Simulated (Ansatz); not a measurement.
TiO2 (rutile, P4_2/mnm), the program Ansatz at the LDA level (PAW). The conduction-band minimum lies at Γ, with 1 equivalent valley. Second derivatives d²E/dk² of the lowest band at one valley (eV·Å²), along Cartesian directions:

| direction | d²E/dk² |
|---|---|
| [100] | 7.101 |
| [010] | 7.101 |
| [001] | 14.79 |
| [110] | 7.067 |
| [101] | 10.95 |
| [011] | 10.95 |

### Question
Find the principal effective masses, the density-of-states mass and the conductivity mass.

### Answer
Off-diagonal terms follow from H_xy = H[110] − (H_xx + H_yy)/2, and m*/mₑ = 7.620 eV·Å² over each eigenvalue: 0.52, 1.1, 1.1. One valley's DOS mass (m₁m₂m₃)^(1/3) = 0.84, conductivity mass 3/(Σ 1/mᵢ) = 0.79 mₑ.

### Question
What effective density of states Nc follows at 300 K for parabolic valleys?

### Answer
Nc = 2.509e19 × 1 × (0.84)^(3/2) ≈ 1.9e19 cm⁻³.

### Question
With the computed static dielectric constant 261 (mean of the diagonal), estimate a hydrogenic donor's binding energy and radius.

### Answer
E = 13.606 eV × 0.79/261² ≈ 0.16 meV; a = 0.529 Å × ε/m* ≈ 170 Å. Semilocal masses tend to be too small where the gap is.

Symmetry was held in the LDA relaxation; phonons on a q-mesh show weakly imaginary modes. The run is not spin-polarised.

Potentials: the later of the program's two PAW sets.
